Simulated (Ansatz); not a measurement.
Input:

Ge (diamond), conventional cell a = 5.676 Å, b = 5.676 Å, c = 5.676 Å, α = 90.00°, β = 90.00°, γ = 90.00°. The calculation uses the primitive cell of 2 atoms, to which meshes and values per cell refer.

This relaxed cell (volume V₀) is scaled evenly in all directions, its shape held. Symmetry pins the atoms to their sites.

Computed with PBEsol (plane waves to 420 eV, PAW, scalar-relativistic; Ansatz, a program for electronic structure). k mesh 14×14×14 (Γ-centred), Fermi-Dirac smearing 0.05 eV. The energy includes the smearing's −TS. Stress and pressure are positive under compression. Ge was relaxed with its symmetry unable to fall. The zero of ΔE is the relaxed starting cell.

The scan covers V/V₀ from 0.900 to 1.100 in 13 points.

Question: What is ΔE at V/V₀ = 0.900?

Answer: 59 meV/atom.

Question: What is ΔE at V/V₀ = 1.100?

Answer: 40 meV/atom.

Question: What pressure does the cell carry at V/V₀ = 0.900?

Answer: 9.1 GPa.

(A scan under strain: stresses follow from slopes of the energy per volume, elastic moduli from its curvatures.)
